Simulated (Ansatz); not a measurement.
Task: Each is relaxed and computed with the program Ansatz at the PBE level (PAW). Which alone has a direct gap?
A) AgCl, rock salt
B) CaS, rock salt
C) BeS, rock salt
D) RbCl, rock salt

Result: D, RbCl, rock salt. RbCl: gap 4.83 eV (direct); AgCl: gap 0.92 eV (indirect); BeS: gap 0.97 eV (indirect); CaS: gap 2.38 eV (indirect). Typed or built starts, not in the databases checked: BeS, rock salt. All cells were relaxed under the symmetry of their starts (and spin orders); stability against distortions was not tested throughout. Rows with no word on spin ran without spin polarisation. Scalar-relativistic: spin–orbit coupling is off unless named, which matters more the heavier the elements.

Potentials: the later of the program's two PAW sets.
